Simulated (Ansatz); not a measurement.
TiO$_{2}$ (rutile, P4_2/mnm), r²SCAN (plane waves, PAW; program Ansatz). The conduction-band minimum lies at Γ, with 1 equivalent valley. Second derivatives d²E/dk² of the lowest band at one valley (eV·Å²), along Cartesian directions:

| direction | d²E/dk² |
|---|---|
| [100] | 6.548 |
| [010] | 6.548 |
| [001] | 13.04 |
| [110] | 6.521 |
| [101] | 9.798 |
| [011] | 9.798 |

Task: Find the principal effective masses, the density-of-states mass and the conductivity mass.

Result: Off-diagonal terms follow from H_xy = H[110] − (H_xx + H_yy)/2, and m*/mₑ = 7.620 eV·Å² over each eigenvalue: 0.58, 1.2, 1.2. One valley's DOS mass (m₁m₂m₃)^(1/3) = 0.92, conductivity mass 3/(Σ 1/mᵢ) = 0.87 mₑ.

Task: What effective density of states Nc follows at 300 K for parabolic valleys?

Result: Nc = 2.509e19 × 1 × (0.92)^(3/2) ≈ 2.2e19 cm⁻³.

Task: With the computed static dielectric constant 505 (mean of the diagonal), estimate a hydrogenic donor's binding energy and radius.

Result: E = 13.606 eV × 0.87/505² ≈ 0.046 meV; a = 0.529 Å × ε/m* ≈ 310 Å. Semilocal masses tend to be too small when the gap is underestimated.

Symmetry was held in the r²SCAN relaxation. The run is not spin-polarised.

Potentials: the later of the program's two PAW sets.
